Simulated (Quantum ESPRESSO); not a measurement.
# TaAl6Mo: input and log of a self-consistent run

A calculation, not a measurement. The program is pw.x of Quantum ESPRESSO 7.5 (plane-wave density functional theory). The cell is made up: eight metal atoms on a hexagonal close-packed lattice, with elements, volume, strain and displacements drawn at random and not relaxed, so it may be unstable or far from any real phase. PseudoDojo standard norm-conserving files set the functional (PBE unless stated); there is no spin polarisation or spin-orbit coupling, the Fermi-Dirac width of 0.25 eV means electrons at about 2900 K, and the masses in the input are unused placeholders. Heavy elements are run without spin-orbit coupling, which real alloys of them have. A spin test at this wide smearing found no moment, but such smearing suppresses magnetism that the real alloy may have.

Input:

```
&control calculation='scf', pseudo_dir='./dojo.nc.sr.pbe.v0_5.standard.upf', outdir='./o', disk_io='minimal', tprnfor=.true., tstress=.true. /
&system ibrav=0, nat=8, ntyp=3, nbnd=33, ecutwfc=79.96652505, nosym=.true., tot_charge=0,
 occupations='smearing', smearing='fd', degauss=0.0183746611
/
&electrons conv_thr=1.470e-08, electron_maxstep=70, mixing_beta=0.5 /
ATOMIC_SPECIES
Al 1.0 Al.upf
Mo 1.0 Mo.upf
Ta 1.0 Ta.upf
CELL_PARAMETERS angstrom
4.344 -2.582 -0.0706
-2.8315 -0.0165 -4.5305
2.8597 5.1011 0.0002
ATOMIC_POSITIONS angstrom
Ta -0.016 -0.0043 -0.0085
Al 1.5923 2.5248 0.0456
Al 0.1022 1.563 -2.2372
Al 1.46 4.1461 -2.0995
Al 2.9316 0.0427 -0.1085
Mo 4.314 2.5999 -0.0347
Al 1.3312 -0.9357 -2.1894
Al 2.9622 1.5971 -2.2205
K_POINTS automatic
6 6 5 1 1 1
```

The log is shortened where brackets say so; the opening notice, blank lines, dates and the lines on written files are dropped, and the path of the files is cut. It prints rydbergs, bohrs and kilobars, and counts compression as positive stress. Its total energy is the free energy E - TS of the whole cell.

```
     Program PWSCF v.7.5
     Parallel version (MPI & OpenMP), running on       4 processor cores
     Number of MPI processes:                 4
     Threads/MPI process:                     1
     [start-up lines left out]
     bravais-lattice index     =            0
     lattice parameter (alat)  =       9.5505  a.u.
     unit-cell volume          =     910.0746 (a.u.)^3
     number of atoms/cell      =            8
     number of atomic types    =            3
     number of electrons       =        45.00
     number of Kohn-Sham states=           33
     kinetic-energy cutoff     =      79.9665  Ry
     charge density cutoff     =     319.8661  Ry
     scf convergence threshold =      1.5E-08
     mixing beta               =       0.5000
     number of iterations used =            8  plain     mixing
     Exchange-correlation= PBE
                           (   1   4   3   4   0   0   0)
     [axes and pseudopotential details left out]
   Cartesian axes
     site n.     atom                  positions (alat units)
         1        Ta     tau(   1) = (  -0.0031659  -0.0008508  -0.0016819  )
         2        Al     tau(   2) = (   0.3150628   0.4995732   0.0090227  )
         3        Al     tau(   3) = (   0.0202220   0.3092653  -0.4426668  )
         4        Al     tau(   4) = (   0.2888850   0.8203741  -0.4154206  )
         5        Al     tau(   5) = (   0.5800653   0.0084489  -0.0214685  )
         6        Mo     tau(   6) = (   0.8535959   0.5144330  -0.0068660  )
         7        Al     tau(   7) = (   0.2633998  -0.1851436  -0.4332088  )
         8        Al     tau(   8) = (   0.5861200   0.3160125  -0.4393625  )
     number of k points=    90  Fermi-Dirac smearing, width (Ry)=  0.0184
                       cart. coord. in units 2pi/alat
        k(    1) = (   0.1148837   0.0346771  -0.1648879), wk =   0.0222222
        k(    2) = (   0.2025508   0.1836827  -0.2202213), wk =   0.0222222
     [further k points left out]
     Dense  grid:    87929 G-vectors     FFT dimensions: (  60,  60,  64)
     Estimated max dynamical RAM per process >     249.81 MB
     Estimated total dynamical RAM >     934.83 MB
     Initial potential from superposition of free atoms
     starting charge      44.9830, renormalised to      45.0000
     Starting wfcs are   44 randomized atomic wfcs
     total cpu time spent up to now is        3.6 secs
     per-process dynamical memory:   208.1 Mb
     Self-consistent Calculation
     iteration #  1     ecut=    79.97 Ry     beta= 0.50
     Davidson diagonalization with overlap
     ethr =  1.00E-02,  avg # of iterations =  3.4
     total cpu time spent up to now is       10.1 secs
     total energy              =    -298.40984400 Ry
     estimated scf accuracy    <       0.55393588 Ry
     iteration #  2     ecut=    79.97 Ry     beta= 0.50
     Davidson diagonalization with overlap
     ethr =  1.23E-03,  avg # of iterations =  3.0
     total cpu time spent up to now is       16.5 secs
     total energy              =    -298.20174839 Ry
     estimated scf accuracy    <       4.53916159 Ry
     iteration #  3     ecut=    79.97 Ry     beta= 0.50
     Davidson diagonalization with overlap
     ethr =  1.23E-03,  avg # of iterations =  2.0
     total cpu time spent up to now is       21.9 secs
     total energy              =    -298.64685480 Ry
     estimated scf accuracy    <       0.06660883 Ry
     iteration #  4     ecut=    79.97 Ry     beta= 0.50
     Davidson diagonalization with overlap
     ethr =  1.48E-04,  avg # of iterations =  4.3
     total cpu time spent up to now is       28.4 secs
     total energy              =    -298.65283424 Ry
     estimated scf accuracy    <       0.04255029 Ry
     iteration #  5     ecut=    79.97 Ry     beta= 0.50
     Davidson diagonalization with overlap
     ethr =  9.46E-05,  avg # of iterations =  1.5
     total cpu time spent up to now is       33.3 secs
     total energy              =    -298.65850047 Ry
     estimated scf accuracy    <       0.00197920 Ry
     iteration #  6     ecut=    79.97 Ry     beta= 0.50
     Davidson diagonalization with overlap
     c_bands:  1 eigenvalues not converged
     ethr =  4.40E-06,  avg # of iterations = 10.2
     total cpu time spent up to now is       41.5 secs
     total energy              =    -298.65894976 Ry
     estimated scf accuracy    <       0.00015078 Ry
     iteration #  7     ecut=    79.97 Ry     beta= 0.50
     Davidson diagonalization with overlap
     ethr =  3.35E-07,  avg # of iterations =  3.4
     total cpu time spent up to now is       47.7 secs
     total energy              =    -298.65898477 Ry
     estimated scf accuracy    <       0.00004009 Ry
     iteration #  8     ecut=    79.97 Ry     beta= 0.50
     Davidson diagonalization with overlap
     ethr =  8.91E-08,  avg # of iterations =  2.0
     total cpu time spent up to now is       52.8 secs
     total energy              =    -298.65898861 Ry
     estimated scf accuracy    <       0.00000383 Ry
     iteration #  9     ecut=    79.97 Ry     beta= 0.50
     Davidson diagonalization with overlap
     ethr =  8.50E-09,  avg # of iterations =  2.5
     total cpu time spent up to now is       58.5 secs
     total energy              =    -298.65898936 Ry
     estimated scf accuracy    <       0.00000016 Ry
     iteration # 10     ecut=    79.97 Ry     beta= 0.50
     Davidson diagonalization with overlap
     ethr =  3.63E-10,  avg # of iterations =  4.6
     total cpu time spent up to now is       65.4 secs
     total energy              =    -298.65898942 Ry
     estimated scf accuracy    <       0.00000007 Ry
     iteration # 11     ecut=    79.97 Ry     beta= 0.50
     Davidson diagonalization with overlap
     ethr =  1.51E-10,  avg # of iterations =  1.9
     total cpu time spent up to now is       70.5 secs
     End of self-consistent calculation
     [lines on levels left out]
!    total energy              =    -298.65898943 Ry
     estimated scf accuracy    <          5.0E-09 Ry
     smearing contrib. (-TS)   =      -0.06044869 Ry
     internal energy E=F+TS    =    -298.59854074 Ry
     The total energy is F=E-TS. E is the sum of the following terms:
     one-electron contribution =    -122.78276304 Ry
     hartree contribution      =      77.80783332 Ry
     xc contribution           =     -63.18029183 Ry
     ewald contribution        =    -190.44331919 Ry
     convergence has been achieved in  11 iterations
     Forces acting on atoms (cartesian axes, Ry/au):
     atom    1 type  3   force =     0.00650779    0.02398181    0.02877139
     atom    2 type  1   force =    -0.02897347   -0.00475442    0.02132987
     atom    3 type  1   force =     0.00214753    0.01612036   -0.01352388
     atom    4 type  1   force =    -0.02741438    0.01190620   -0.04762323
     atom    5 type  1   force =     0.00553753   -0.02539089    0.01322689
     atom    6 type  2   force =     0.00833290   -0.02520715    0.06635186
     atom    7 type  1   force =     0.03666113   -0.00853666   -0.03478985
     atom    8 type  1   force =    -0.00279903    0.01188074   -0.03374305
     Total force =     0.127450     Total SCF correction =     0.000196
     Computing stress (Cartesian axis) and pressure
          total   stress  (Ry/bohr**3)                   (kbar)     P=      -40.16
  -0.00024745  -0.00005695   0.00005096          -36.40       -8.38        7.50
  -0.00005695  -0.00045546  -0.00014309           -8.38      -67.00      -21.05
   0.00005096  -0.00014309  -0.00011601            7.50      -21.05      -17.07
     init_run     :      3.34s CPU      3.45s WALL (       1 calls)
     electrons    :     66.81s CPU     67.01s WALL (       1 calls)
     forces       :      1.23s CPU      1.24s WALL (       1 calls)
     stress       :      4.43s CPU      4.43s WALL (       1 calls)
     [timing details left out]
     PWSCF        :   1m15.91s CPU   1m16.27s WALL
     JOB DONE.
```

In other units: free energy -4063.463 eV for the cell, pressure -4.02 GPa, largest force component 1.706 eV/Å in size. The run took 78 s of wall time with four MPI processes on a shared machine (AMD EPYC, Zen 5, virtual cores), so the time is rough. A rerun of this cell at a higher cutoff and on a denser mesh moved values by no more than 0.004 eV in energy, 0.04 GPa in stress and 0.006 eV/Å in force, and a second program with other atomic files agreed on that cell to 2 % rms in force and 0.5 GPa in pressure.